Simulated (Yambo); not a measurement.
```xyz
9
Lattice="3.9756 2.2953 2.6165 -3.9756 2.2953 2.6165 0.0000 -4.5906 2.6165" Properties=species:S:1:pos:R:3 pbc="T T T"
O     -1.5148     0.0000     3.9248
O      0.7574    -1.3118     3.9248
O      0.7574     1.3118     3.9248
O     -1.3259    -2.2940     2.6165
O      2.6497    -0.0013     2.6165
O     -1.3237     2.2953     2.6165
Si     1.7148     0.0000     3.9248
Si    -0.8574     1.4851     3.9248
Si    -0.8574    -1.4851     3.9248
```

Response from Yambo on norm-conserving PBEsol (Quantum ESPRESSO, 84 Ry, scalar-relativistic) bands: 4×4×4 mesh, 107 bands, 3 Ry local-field block, 0.2 eV broadening.

Task: Give the static electronic dielectric constant without and with local fields along each axis.

Result: 
| field along | ε(0), independent particles | ε(0), RPA with local fields | refractive index √ε |
|---|---|---|---|
| x | 2.24 | 2.04 | 1.43 |
| z | 2.24 | 2.10 | 1.45 |
Electronic (clamped-ion) response only. PBEsol gaps are usually too small, which raises these values. Convergence of the RPA response with its 4×4×4 mesh was not tested. x, y and z are Cartesian axes of the cell as given.

Geometry of the Materials Project entry, not relaxed at this level.

This is not the ordinary phase of the substance; no match was found in the copy of COD used, and its stability was not checked.
